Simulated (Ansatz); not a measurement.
Consider the following.

SiO2:
```
SiO2
1.0
    2.82544     0.00000     0.00000
    0.00000     2.82544     0.00000
    0.00000     0.00000     8.18843
Si O
2 4
Cartesian
  0.00000   0.00000   0.00000
  1.41272   1.41272   4.09422
  0.00000   1.41272   0.83559
  0.00000   1.41272   4.92981
  1.41272   0.00000   3.25862
  1.41272   0.00000   7.35284
```

This is the r²SCAN-relaxed structure. Tensor components refer to the Cartesian frame of this cell.

Q: All from DFT-r²SCAN in the program Ansatz with PAW potentials, unless another level is named. Estimate the bulk modulus (Birch–Murnaghan fit).

A: 27.4 GPa.

Q: And the elastic constants (relaxed ions, GPa)?

A: C11 = 431, C12 = -32.3, C13 = 24.7, C33 = 27.3, C44 = 18.3, C66 = 58.1.

Space group P4_2/nmc. The cell is a constructed one: a structure type filled with these elements; neither database checked (COD, Materials Project) lists it. It is not the phase usual at ambient conditions (space group No. 92, 152, 154). The r²SCAN relaxation kept the symmetry of its start; its stability against distortions is not shown here.

Potentials: the later of the program's two PAW sets.
